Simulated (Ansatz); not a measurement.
**Notes on BaLi$_{2}$Mg$_{2}$Si$_{2}$**

```
CELL_PARAMETERS angstrom
2.28347 1.31836 8.66302
-2.28347 1.31836 8.66302
0.00000 -2.63672 8.66302
ATOMIC_POSITIONS crystal
Ba 0.00000 0.00000 0.00000
Mg 0.86439 0.86439 0.86439
Mg 0.13561 0.13561 0.13561
Li 0.42941 0.42941 0.42941
Li 0.57059 0.57059 0.57059
Si 0.75790 0.75790 0.75790
Si 0.24210 0.24210 0.24210
```

Method: LDA, no spin polarisation; PAW, plane waves to 420 eV, 8×8×8 Γ-centred mesh, gaussian occupations (width 0.0629 eV) (Ansatz 0.2.0), atoms fixed.

(1) Describe some of the short contacts.

(2) Is the cell too large or too small?

(3) Which element gives electrons and which takes them?

(4) Is there a gap?

Origin: a database entry at a rescaled volume.

Answers

(1) Li–Si at 2.64 Å: least valence density 0.12 e/Å³ and ELF 0.08 there. Mg–Si at 2.77 Å: least valence density 0.17 e/Å³ and ELF 0.15 there. Mg–Li at 2.83 Å: least valence density 0.08 e/Å³ and ELF 0.08 there. These are pseudo-fields; inside the PAW spheres they differ from the all-electron ones.

(2) The pressure is -2.2 GPa (compression positive), so with the atoms held at these fractions the cell would first shrink.

(3) Bader charges in e: Ba +1.08, Li +0.80, Mg +1.30, Si -2.65. In the mean Mg gives up most and Si takes most.

(4) It is a metal, with about 0.79 states/eV a cell as the mean within 0.25 eV of the Fermi level.
